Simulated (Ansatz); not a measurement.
VIr$_{3}$ (Cu3Au type, space group No. 221) under volume change, LDA (plane waves, PAW; program Ansatz), scaled uniformly.

| V (Å³/atom) | E − E(relaxed) (meV/atom) | P (GPa) |
|---|---|---|
| 12.214 | 151.4 | 43.94 |
| 12.616 | 63.3 | 26.71 |
| 13.019 | 14.9 | 12.21 |
| 13.422 | 0.0 | 0.01 |
| 13.824 | 13.2 | -10.23 |
| 14.227 | 50.0 | -18.82 |
| 14.629 | 106.6 | -26.00 |

**Question.** What does a third-order Birch–Murnaghan fit give for V₀, B₀ and B′?

**Answer.** V₀ = 13.42 Å³/atom, B₀ = 371 GPa, B′ = 4.8.

Space group Pm-3m (Cu3Au type). The workflow started from a Materials Project entry (that database holds measured and hypothetical structures alike); the Crystallography Open Database files this formula in space group No. 221, but the cells were not matched. Whether it is the stable phase at ambient conditions was not checked. The cell was relaxed with LDA under the symmetry of its start; of distortions, only those at the zone centre were tested. The run is not spin-polarised. Scalar-relativistic: spin–orbit coupling is off unless named, which matters more the heavier the elements.

Potentials: the earlier of the program's two PAW sets.
